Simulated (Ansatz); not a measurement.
BaTiO3 (cubic perovskite)

```
BaTiO3
1.0
    3.96988     0.00000     0.00000
    0.00000     3.96988     0.00000
    0.00000     0.00000     3.96988
Ba Ti O
1 1 3
Direct
  0.00000   0.00000   0.00000
  0.50000   0.50000   0.50000
  0.00000   0.50000   0.50000
  0.50000   0.50000   0.00000
  0.50000   0.00000   0.50000
```

Two coordinates are scanned: the volume, and the ratio of the stretch along z (the conventional c axis) to the stretch across it. Atoms keep their fractional coordinates.

These are PBEsol (plane waves to 420 eV, PAW, scalar-relativistic; Ansatz, an electronic-structure program) values and carry that method's errors. k mesh 8×8×8 (Γ-centred), Fermi-Dirac smearing 0.05 eV. The energy includes the smearing's −TS. BaTiO3 is run without spin polarisation. BaTiO3 was relaxed with its symmetry unable to fall. This is a high-temperature form of BaTiO3.

Changes of ΔE (eV/atom) from the point V/V₀ = 1.000, (c/a)/(c/a)₀ = 1.000 when one coordinate moves alone (two changes are said to add if the coupling is within 5 % of the smaller one, nearly so within 20 %):

```
point                                change
----------------------------------  -------
V/V₀ = 1.000, (c/a)/(c/a)₀ = 0.960  0.00935
V/V₀ = 1.000, (c/a)/(c/a)₀ = 0.973  0.00401
V/V₀ = 1.000, (c/a)/(c/a)₀ = 0.987  0.00094
V/V₀ = 0.920, (c/a)/(c/a)₀ = 1.000  0.05239
V/V₀ = 0.947, (c/a)/(c/a)₀ = 1.000  0.02203
V/V₀ = 0.973, (c/a)/(c/a)₀ = 1.000  0.00518
V/V₀ = 1.027, (c/a)/(c/a)₀ = 1.000  0.00471
V/V₀ = 1.053, (c/a)/(c/a)₀ = 1.000  0.01816
V/V₀ = 1.080, (c/a)/(c/a)₀ = 1.000  0.03908
V/V₀ = 1.000, (c/a)/(c/a)₀ = 1.013  0.00088
V/V₀ = 1.000, (c/a)/(c/a)₀ = 1.027  0.00362
V/V₀ = 1.000, (c/a)/(c/a)₀ = 1.040  0.00804
```

**Question.** Do the two effects add at V/V₀ = 1.053, (c/a)/(c/a)₀ = 1.040? Give the computed change.

**Answer.** The sum of the single changes is 0.01816 + (0.00804) = 0.02620; the calculation gives 0.02472, so the coupling contributes -0.00148 (under 20 % of the smaller single change, nearly additive).

(A scan under strain: stresses follow from slopes of the energy per volume, elastic moduli from its curvatures.)
